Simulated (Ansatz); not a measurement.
LiPt$_{2}$:
```
LiPt2
1.0
    0.00000     3.68980     3.68980
    3.68980     0.00000     3.68980
    3.68980     3.68980     0.00000
Li Pt
2 4
Direct
  0.50000   0.50000   0.50000
  0.75000   0.75000   0.75000
  0.12500   0.12500   0.12500
  0.62500   0.12500   0.12500
  0.12500   0.12500   0.62500
  0.12500   0.62500   0.12500
```

This is the r²SCAN-relaxed structure.

**Question.** All from r²SCAN in the plane-wave PAW code Ansatz, unless another level is named. Estimate the formation energy from the elements (no fitted shifts).

**Answer.** -0.47 eV/atom.

**Question.** Next, the density of states at the Fermi level?

**Answer.** 0.33 states/eV per atom (mean over ±0.08 eV).

Space group Fd-3m (cubic Laves (MgCu2 type)). The workflow started from an entry of the Crystallography Open Database (COD). Whether it is the stable phase at ambient conditions was not checked. The cell was relaxed with r²SCAN under the symmetry of its start; whether a distortion lowers the energy is not shown. The run is not spin-polarised. The references are the lowest solids computed at this level, not always the standard phases. Spin–orbit coupling is left out wherever it is not named.

Potentials: the later of the program's two PAW sets.
